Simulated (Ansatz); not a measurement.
Structure: an ordered 8-atom cell of LaAl₃N₄ on the wurtzite lattice (Cm) (no longer in that coordination), at its r2SCAN minimum. Space group Cm (No. 8), monoclinic; conventional cell a = 12.230 Å, b = 3.297 Å, c = 5.456 Å, β = 102.2°, 13.44 Å³ an atom. Al is surrounded by 4 N at 1.88–1.94 Å; Al is surrounded by 4 N at 1.82–2.03 Å; N is surrounded by 3 Al at 1.85–1.94 Å and 1 La at 2.41 Å; N is surrounded by 3 Al at 1.88–1.97 Å; Al is surrounded by 4 N at 1.90–1.97 Å; La is surrounded by 3 N at 2.31–2.41 Å; N is surrounded by 2 Al at 1.82–1.90 Å and 2 La at 2.31 Å; N is surrounded by 4 Al at 1.92–2.03 Å.

```cif
data_structure
_symmetry_space_group_name_H-M 'P 1'
_symmetry_Int_Tables_number 1
_cell_length_a 6.3335
_cell_length_b 6.3335
_cell_length_c 5.4564
_cell_angle_alpha 101.810
_cell_angle_beta 101.810
_cell_angle_gamma 30.173
_cell_volume 107.51
loop_
_atom_site_label
_atom_site_type_symbol
_atom_site_fract_x
_atom_site_fract_y
_atom_site_fract_z
_atom_site_occupancy
Al1 Al 0.98039 0.98039 0.29554 1
Al2 Al 0.33906 0.33906 0.03046 1
N1 N 0.81955 0.81955 0.17055 1
N2 N 0.04934 0.04934 0.63862 1
Al3 Al 0.49700 0.49700 0.77499 1
La1 La 0.71814 0.71814 0.50361 1
N3 N 0.33821 0.33821 0.69694 1
N4 N 0.50831 0.50831 0.13930 1
```

4 runs of the plane-wave code Ansatz on this cell differ in the functional (and in the settings that go with it). Levels are in eV from each run's valence top; v1 is the last filled band, c1 the first empty one.

Run A, mean stress 0.0 GPa (compression positive):
```tsv
point	v2	v1	c1	c2
Γ	-0.70	-0.64	2.42	3.05
C	-1.19	-0.01	3.53	4.34
Y₂	-0.91	-0.90	2.71	3.84
M₂	-0.87	-0.70	2.81	4.02
D	-1.03	-0.62	3.38	4.12
A	-0.90	-0.67	2.57	4.04
```

Run B, mean stress +2.9 GPa (compression positive):
```tsv
point	v2	v1	c1	c2
Γ	-0.65	-0.61	2.03	2.65
C	-1.15	-0.01	3.16	3.80
Y₂	-0.85	-0.85	2.34	3.35
M₂	-0.82	-0.66	2.44	3.50
D	-0.99	-0.60	3.00	3.61
A	-0.86	-0.62	2.20	3.53
```

Run C, mean stress -0.8 GPa (compression positive):
```tsv
point	v2	v1	c1	c2
Γ	-0.73	-0.62	3.95	4.61
C	-1.23	-0.01	5.15	6.39
Y₂	-0.96	-0.87	4.30	5.74
M₂	-0.92	-0.72	4.48	5.92
D	-1.06	-0.65	4.96	5.66
A	-0.90	-0.69	4.16	5.94
```

Run D, mean stress -0.7 GPa (compression positive):
```tsv
point	v2	v1	c1	c2
Γ	-0.72	-0.62	3.24	3.87
C	-1.23	-0.01	4.42	5.64
Y₂	-0.95	-0.87	3.56	5.00
M₂	-0.91	-0.72	3.73	5.18
D	-1.06	-0.65	4.23	4.92
A	-0.90	-0.68	3.42	5.21
```

Q: Match the runs to PBE, r2SCAN, HSE06, PBE0.

A: A is r2SCAN, B is PBE, C is PBE0, D is HSE06. In order of the gap: PBE 2.03, r2SCAN 2.42, HSE06 3.24, PBE0 3.95 eV. The stress vanishes for r2SCAN, which relaxed the cell.

(Calculated; spin-unpolarised; the phase may be known or hypothetical.)

Spin-orbit coupling is left out.

The program warns that its thresholds are loose for a hybrid's stress.

The meshes of the hybrids are coarse, so their gaps aren't converged to the digits shown.
